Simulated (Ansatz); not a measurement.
# Structures of Ga3B2: which is lowest?

Plane-wave DFT in Ansatz with scalar-relativistic PAW potentials, cutoff 420 eV, Γ-centred meshes chosen by cell and gap, Gaussian smearing with energies taken to zero width. Every cell was relaxed (cell and atoms) in a run of its own, within the symmetry of its start. Functional: PBE.

Relaxed structures (starts from databases or built by putting these elements on another compound's sites):
A. R-3m, 5 atoms in the computed cell, a = 3.423 Å, c = 20.266 Å; sites (symmetry × multiplicity) Ga -3m × 3 + 3m × 6, B 3m × 6; start: built
B. P-3m1, 5 atoms in the computed cell, a = 3.574 Å, c = 6.014 Å; sites (symmetry × multiplicity) Ga -3m. × 1 + 3m. × 2, B 3m. × 2; start: built

Question: Rank them by energy. Could pressure change the order?

Answer:
| structure | group | E − E(lowest) (meV/atom) | V (Å³/atom) | gap on mesh (eV) |
| --- | --- | --- | --- | --- |
| B | P-3m1 | 0.0 | 13.30 | 0.00 |
| A | R-3m | 119 | 13.71 | 0.00 |

B is lowest, 119 meV/atom under A. The lowest is also the densest of these, so pressure wouldn't bring one of the others in at first order. Other structures may lie lower than all of these, and vibrations aren't counted.